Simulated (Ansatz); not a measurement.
Starting cell, Pd (fcc, Cu type):

```
Pd
1.0
    0.00000     3.94259     3.94259
    1.97130     0.00000     1.97130
    1.97130     1.97130     0.00000
Pd
2
Direct
  0.00000   0.00000   0.00000
  0.50000   0.00000   0.00000
```

A phonon eigenvector at L = (0.5, 0.0, 0.0) is frozen into this cell: atom i moves by Q times the vector below, so Q is the largest atomic displacement, in Å. The cell is held. (q is in reciprocal vectors of the primitive cell; the cell shown is doubled to hold the pattern.)

| atom | x | y | z |
|---|---|---|---|
| Pd1 | -0.577 | 0.577 | 0.577 |
| Pd2 | 0.577 | -0.577 | -0.577 |

Level of theory: PBE (plane waves to 420 eV, PAW, scalar-relativistic; Ansatz, a program for electronic structure). k mesh 10×20×20 (Γ-centred), Fermi-Dirac smearing 0.05 eV. With partly filled bands, energies and forces of such displacements shift with the k mesh and the smearing. Pd is run without spin polarisation. Pd was relaxed with its symmetry unable to fall. The PAW data are Ansatz's earlier set.

At one point of the scan the forces (eV/Å) are:

```json
[
 {"atom": "Pd1", "Fx": "0.907", "Fy": "-0.907", "Fz": "-0.907"},
 {"atom": "Pd2", "Fx": "-0.907", "Fy": "0.907", "Fz": "0.907"}
]
```

Which point is it?
A. Q = 0.017 Å
B. Q = 0.083 Å
C. Q = 0.050 Å
D. Q = 0.100 Å

B, Q = 0.083 Å

(A displaced cell: forces are minus the slopes of the energy, force constants its curvatures, and phonons follow from these.)
